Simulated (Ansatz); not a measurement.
## BiTe under strain: 209Bi nuclear quadrupole resonance

Cell: an entry of the Crystallography Open Database (COD), relaxed with PBE at fixed cell and then changed (z stretched by 2 %, ions relaxed).

```cif
data_structure
_symmetry_space_group_name_H-M 'P 1'
_symmetry_Int_Tables_number 1
_cell_length_a 4.4220
_cell_length_b 4.4220
_cell_length_c 24.5310
_cell_angle_alpha 90.000
_cell_angle_beta 90.000
_cell_angle_gamma 120.000
_cell_volume 415.42
loop_
_atom_site_label
_atom_site_type_symbol
_atom_site_fract_x
_atom_site_fract_y
_atom_site_fract_z
_atom_site_occupancy
Bi1 Bi 0.00000 0.00000 0.12574 1
Bi2 Bi 0.00000 0.00000 0.87426 1
Bi3 Bi 0.33333 0.66667 0.29113 1
Bi4 Bi 0.66667 0.33333 0.70887 1
Bi5 Bi 0.66667 0.33333 0.46553 1
Bi6 Bi 0.33333 0.66667 0.53447 1
Te7 Te 0.33333 0.66667 0.05563 1
Te8 Te 0.66667 0.33333 0.94437 1
Te9 Te 0.66667 0.33333 0.20892 1
Te10 Te 0.33333 0.66667 0.79108 1
Te11 Te 0.00000 0.00000 0.36211 1
Te12 Te 0.00000 0.00000 0.63789 1
```

Atom numbers follow the list; atoms alike are taken as one site, whose name carries the number of the first.

The numbers come from a DFT calculation in Ansatz (PBE, plane waves and PAW, scalar-relativistic, 420 eV cutoff, Γ-centred 11×11×2 k-points, Fermi–Dirac smearing 0.05 eV).

209Bi: I = 9/2, Q = -516.0 mb (year-2017 value). Static lattice, zero field.

(1) Predict the zero-field 209Bi lines of each site.

Results:

(1) For I = 9/2 and η = 0 the lines are |C_Q|/24 times 1, 2, 3 and 4; η shifts the lowest up most.

```tsv
site	atoms	V_zz (10²¹ V/m²)	C_Q (MHz)	η	line frequencies (MHz)
Bi1	1, 2	1.00	-12.5	0.00	0.519, 1.04, 1.56, 2.08
Bi3	3, 4	3.01	-37.5	0.00	1.56, 3.12, 4.69, 6.25
Bi5	5, 6	5.85	-72.9	0.00	3.04, 6.08, 9.12, 12.2
```

An axis of threefold or higher order runs through Bi1, Bi3 and Bi5, so V_zz lies along it and η is zero.

Spin–orbit coupling is left out, which shifts gradients on Bi by a few per cent in wide-gap crystals, and can shift them far more where the calculated gap is small or absent, as here. Newer work puts Q(²⁰⁹Bi) near −420 mb, which would lower these couplings by about a fifth. With a gap of 0.13 eV under a smearing of 0.05 eV the band edges are partly filled, so small gradients can hang on the smearing and the k-mesh.

The relaxation (4 steps) took 96 s of wall time (5.4 min of CPU time) and 2.1 GiB at its peak, on 4 threads of Intel Xeon Platinum 8259CL CPU @ 2.50GHz (Skylake/Cascade Lake) (x86_64; 16 cores open to the job, memory cap 8.0 GiB, no GPU), a shared host with a load of 0.5 a core.
